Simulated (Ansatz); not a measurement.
Data sheet: B4C (DFT)

B4C:
```
B4C
1.0
    4.37121     2.78984     0.00000
   -4.37121     2.78984     0.00000
   -2.41763     0.00000     4.40832
B C
12 3
Direct
  0.49175   0.50825   0.83834
  0.50201   0.17614   0.48398
  0.82386   0.49799   0.48398
  0.49408   0.83091   0.50544
  0.16909   0.50592   0.50544
  0.30705   0.69295   0.18084
  0.68960   0.31040   0.81193
  0.30287   0.18816   0.69506
  0.81184   0.69713   0.69506
  0.69619   0.81750   0.29881
  0.18250   0.30381   0.29881
  0.00040   0.99960   0.98788
  0.50331   0.49669   0.17563
  0.12560   0.87440   0.88130
  0.87851   0.12149   0.10361
```

Space group Cm (No. 8); conventional cell a = 8.7424 Å, b = 5.5797 Å, c = 5.0277 Å, α = γ = 90.00°, β = 118.74°.

Method: PBEsol (plane waves, PAW; program Ansatz). Structure relaxed to zero pressure with the same functional. Other levels are named where they apply.

### Cell and energy

```json
{
  "volume_per_atom": "7.17 Å³",
  "density": "2.56 g/cm³",
  "Formation energy from the elements (no fitted shifts)": "-0.10 eV/atom"
}
```

### Electronic structure

```json
{
  "band_gap": "2.82 eV (indirect)",
  "valence_band_maximum": "at Y2 (k = 0.500, 0.500, 0.000 in fractions of the reciprocal vectors)",
  "conduction_band_minimum": "at A (k = 0.000, 0.000, 0.500 in fractions of the reciprocal vectors)",
  "smallest_direct_gap_on_the_standard_path": "3.02 eV",
  "electron_effective_mass": "0.33, 1.7, 4.0 mₑ (principal values)",
  "hole_effective_mass": "0.36, 0.64, 1.3 mₑ (principal values)",
  "HSE06 gap on the PBEsol cell": "3.75 eV"
}
```

### Mechanics

```json
{
 "Bulk modulus (Birch–Murnaghan fit)": "243 GPa",
 "Pressure derivative B′": "3.4",
 "Elastic constants (relaxed ions, GPa)": "C11 = 499, C22 = 545, C33 = 559, C12 = 108, C13 = 99.0, C23 = 96.8, C44 = 199, C55 = 190, C66 = 184, C15 = -34.0, C25 = 56.0, C35 = 35.4, C46 = 36.5",
 "mechanical_stability": "stable (all eigenvalues of C positive)",
 "hill_bulk_and_shear_moduli": "244 and 197 GPa",
 "Young's modulus": "465 GPa",
 "Poisson's ratio": "0.18",
 "debye_temperature_from_the_elastic_constants": "1490 K",
 "Piezoelectric stress constants (proper, relaxed ions, C/m²)": "e11 = e15 = 0.07, e12 = -0.06, e13 = -0.02, e24 = 0.28, e26 = -0.23, e31 = -0.03, e32 = 0.16, e33 = 0.08, e35 = -0.14"
}
```

### Dielectric response

```json
{
 "Electronic dielectric constant ε∞ (DFPT)": "7.16 (xx), 7.19 (yy), 7.03 (zz)",
 "Static dielectric constant ε0 (ions relaxed, cell fixed)": "7.60 (xx), 8.89 (yy), 8.74 (zz)",
 "Born charges (a third of the trace)": "B -0.20 to +2.47, C -1.86 to -0.67 e"
}
```

### Phonons

```json
{
  "Highest zone-centre frequency (without LO–TO term)": "1591 cm⁻¹",
  "zone_centre_stability": "no imaginary mode at Γ",
  "dynamical_stability_on_the_path": "stable (no imaginary branch)",
  "zero_point_energy": "138.1 meV/atom",
  "Vibrational entropy at 300 K": "5.4 J/(K·mol of atoms)"
}
```

The first step of the workflow began from a Materials Project structure, measured or hypothetical; the Crystallography Open Database copy checked does not list it. Whether it is the stable phase at ambient conditions was not checked. The PBEsol relaxation kept the symmetry of its start. Signs of piezoelectric constants follow the polarity of the cell as given. The references are the lowest solids computed at this level, not always the standard phases.

Potentials: the earlier of the program's two PAW sets. The files were generated under PBE; for other functionals the program regenerates the frozen cores, and for LDA and PBEsol the local potential too.
